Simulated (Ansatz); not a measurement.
Si:
```xyz
8
Lattice="0.0000 5.8852 5.8852 5.8852 0.0000 5.8852 5.8852 5.8852 0.0000" Properties=species:S:1:pos:R:3 pbc="T T T"
Si     5.0596     6.7109     5.0596
Si     8.0022     9.6535     9.6535
Si     5.0596     5.0596     6.7109
Si     9.6535     8.0022     9.6535
Si     6.7109     6.7109     6.7109
Si     8.0022     8.0022     8.0022
Si     6.7109     5.0596     5.0596
Si     9.6535     9.6535     8.0022
```

Relaxed with r²SCAN. Independent-particle spectrum: no excitons, no local fields, no scissors shift; 0.1 eV broadening; ε₁ of the summed bands alone.

**Question.** Tabulate the dielectric function from plane-wave PAW r²SCAN (Ansatz code).

**Answer.** 

```
E (eV)  ε₁ xx  ε₂ xx
------  -----  -----
0.0     16.05   0.00
0.5     11.38   3.98
1.0     12.14   5.89
1.5      5.87  12.30
2.0     -0.91   8.34
2.5      0.69   4.53
3.0      1.85   1.27
3.5      4.33   2.65
4.0      5.66   6.37
4.5     -0.82   5.81
5.0      1.50   4.52
5.5     -0.78   4.57
6.0     -1.39   2.84
6.5     -0.77   2.73
7.0     -1.23   3.30
7.5     -1.40   1.15
8.0     -0.17   1.37
8.5     -0.58   0.79
9.0     -0.15   0.90
9.5     -0.07   1.01
10.0    -0.56   1.17
10.5    -0.22   0.86
11.0    -0.42   0.46
11.5    -0.08   0.23
12.0     0.06   0.29
```

**Question.** From ε at 1.6 eV (xx: 4.23 + 11.67i), find n, k, the normal reflectivity and the absorption coefficient.

**Answer.** n = 2.88, k = 2.023, R = 40 %, α = 2kE/ħc = 330000 cm⁻¹.

With all bands, ε∞ without local fields is 16.1.

Space group Fd-3m. The start of the workflow was typed in or built on a structure type. Its sites differ from those of the usual phase in this space group: another stacking or structure type. Symmetry was held in the r²SCAN relaxation. At this level the phase is mechanically unstable. The volume moved by 40 % from the start of the relaxation.

Potentials: the later of the program's two PAW sets.
